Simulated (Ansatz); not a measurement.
Si₃N₄:
```cif
data_N8Si6
_chemical_formula_sum 'Si6 N8'
_space_group_name_H-M_alt 'P 1'
_space_group_IT_number 1
_cell_length_a 5.46604
_cell_length_b 5.46604
_cell_length_c 5.46604
_cell_angle_alpha 60.000
_cell_angle_beta 60.000
_cell_angle_gamma 60.000
loop_
_space_group_symop_operation_xyz
  'x, y, z'
loop_
_atom_site_label
_atom_site_type_symbol
_atom_site_fract_x
_atom_site_fract_y
_atom_site_fract_z
_atom_site_occupancy
Si1 Si 0.62500 0.62500 0.62500 1
Si2 Si 0.12500 0.62500 0.62500 1
Si3 Si 0.62500 0.12500 0.62500 1
Si4 Si 0.62500 0.62500 0.12500 1
Si5 Si 0.25000 0.25000 0.25000 1
Si6 Si 0.00000 0.00000 0.00000 1
N1 N 0.86757 0.86757 0.86757 1
N2 N 0.39729 0.86757 0.86757 1
N3 N 0.86757 0.39729 0.86757 1
N4 N 0.86757 0.86757 0.39729 1
N5 N 0.38243 0.38243 0.38243 1
N6 N 0.85271 0.38243 0.38243 1
N7 N 0.38243 0.85271 0.38243 1
N8 N 0.38243 0.38243 0.85271 1
```

Relaxed with r²SCAN. r²SCAN in the plane-wave PAW code Ansatz gives a gap of 4.03 eV.

**Question.** What gap does HSE06 give on the same cell (Ansatz, PAW)?

**Answer.** 4.76 eV, 0.73 eV more. The hybrid was solved on a coarser mesh and at special points; its gap is the smallest among all of these.

```csv
k,v1 r²SCAN,c1 r²SCAN,v1 HSE06,c1 HSE06
Γ,-0.03,4.03,-0.04,4.76
X,-0.49,7.42,[?],[?]
L,-0.38,5.67,[?],[?]
W,-0.80,7.40,[?],[?]
K,-0.25,6.95,[?],[?]
```

**Question.** Top valence (v1) and lowest conduction level (c1) in eV from each method's valence maximum (which need not be a listed point): supply the withheld HSE06 values.

**Answer.** 
- L, v1 HSE06: -0.38
- L, c1 HSE06: 6.44
- K, v1 HSE06: -0.25
- K, c1 HSE06: 7.74
- X, v1 HSE06: -0.50
- X, c1 HSE06: 8.26
- W, v1 HSE06: -0.82
- W, c1 HSE06: 8.21

Cost on shared cores: the r²SCAN run (SCF on a 6×6×6 mesh, then bands and DOS) very roughly 100 core-seconds, the HSE06 run (SCF on 4×4×4, then a few points) very roughly 6 core-minutes; the tasks are unlike.

Space group Fd-3m. Symmetry was held in the r²SCAN relaxation.

Potentials: the later of the program's two PAW sets.
